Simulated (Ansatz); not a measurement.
Problem. Each is relaxed and computed with the program Ansatz at the LDA level (PAW). Which alone has a direct gap?
(A) PbI2, CdI2 type
(B) CdI2, P-3m1 (Pearson symbol hP9)
(C) Li8PbO6, R-3 (Li on 6c, Li on 18f, Pb on 3a, O on 18f)
(D) SnSe2, CdI2 type

Solution. A, PbI2, CdI2 type. PbI2: gap 1.90 eV (direct); CdI2: gap 2.00 eV (indirect); SnSe2: gap 0.15 eV (indirect); Li8PbO6: gap 2.78 eV (indirect). Standing as an ambient phase not checked: CdI2, P-3m1 (Pearson symbol hP9); Li8PbO6, R-3 (Li on 6c, Li on 18f, Pb on 3a, O on 18f). Weakly bound layers, chains or molecules computed without a dispersion correction, so cells and soft constants are ill determined: PbI2, CdI2 type; CdI2, P-3m1 (Pearson symbol hP9); SnSe2, CdI2 type. All cells were relaxed under the symmetry of their starts (and spin orders); stability against distortions was not tested throughout. Spin–orbit coupling is left out wherever it is not named.

Potentials: the later of the program's two PAW sets.
